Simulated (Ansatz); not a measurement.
## LaAsO3: computed property card

LaAsO3:
```yaml
crystal:
  lattice:
    - [4.39095, 0.00000, 0.00000]
    - [0.00000, 5.28733, 0.00000]
    - [-1.65232, 0.00000, 5.95344]
  atoms:
    - { symbol: La, position: [0.33484, 0.75000, 0.70144] }
    - { symbol: La, position: [0.66516, 0.25000, 0.29856] }
    - { symbol: As, position: [0.07765, 0.75000, 0.14273] }
    - { symbol: As, position: [0.92235, 0.25000, 0.85727] }
    - { symbol: O, position: [0.66497, 0.75000, 0.11762] }
    - { symbol: O, position: [0.33503, 0.25000, 0.88238] }
    - { symbol: O, position: [0.19310, 0.50087, 0.34202] }
    - { symbol: O, position: [0.80690, 0.49913, 0.65798] }
    - { symbol: O, position: [0.80690, 0.00087, 0.65798] }
    - { symbol: O, position: [0.19310, 0.99913, 0.34202] }
```

Space group P2_1/m (No. 11); conventional cell a = 4.391 Å, b = 5.287 Å, c = 6.178 Å, α = γ = 90.00°, β = 105.51°.

Method: PBEsol in the plane-wave PAW code Ansatz. Structure relaxed to zero pressure with the same functional. Other levels are named where they apply.

Cell and energy:

- Volume per atom = 13.82 Å³
- Density = 6.29 g/cm³
- Formation energy from the elements (no fitted shifts) = -2.47 eV/atom

Electronic structure:

- Band gap: 2.61 eV (smallest direct gap 2.62 eV)
- Valence-band maximum: on the A–E line, 16 % of the way from A (k = -0.500, -0.078, -0.500 in fractions of the reciprocal vectors)
- Conduction-band minimum: on the A–E line, 46 % of the way from A (k = -0.500, 0.229, -0.500 in fractions of the reciprocal vectors) (2 equivalent valleys)
- Electron effective mass: 0.77, 0.77, 1.4 mₑ (principal values)
- Electron effective mass with spin–orbit coupling: 0.77, 0.77, 1.4 mₑ (principal values)
- HSE06 gap on the PBEsol cell: 3.84 eV
- Gap with spin–orbit coupling: 2.61 eV

Mechanics:

- Bulk modulus (Birch–Murnaghan fit) = 106 GPa
- Pressure derivative B′ = 5.3
- Elastic constants (relaxed ions, GPa) = C11 = 199, C22 = 181, C33 = 190, C12 = 66.5, C13 = 78.3, C23 = 61.6, C44 = 22.8, C55 = 60.6, C66 = 59.4, C15 = 12.0, C25 = 8.2, C35 = 11.0, C46 = 17.4
- Mechanical stability = stable (all eigenvalues of C positive)
- Hill bulk and shear moduli = 108 and 45.9 GPa
- Young's modulus = 121 GPa
- Poisson's ratio = 0.31
- Debye temperature from the elastic constants = 375 K

Dielectric response:

- Electronic dielectric constant ε∞ (DFPT) = 5.29 (xx), 5.02 (yy), 5.00 (zz)
- Born charges (a third of the trace) = La +4.30, As +2.81, O -2.37 to -2.36 e

Charges:

Bader charges: La +2.14, As +1.62, O -1.26 to -1.25 e

The first step of the workflow began from a Materials Project structure, measured or hypothetical; the Crystallography Open Database copy checked does not list it. Whether it is the stable phase at ambient conditions was not checked. Symmetry was held in the PBEsol relaxation; whether a distortion lowers the energy is not shown. The references are the lowest solids computed at this level, not always the standard phases (solids in place of the gases). Spin–orbit coupling is left out wherever it is not named.

Potentials: the later of the program's two PAW sets.
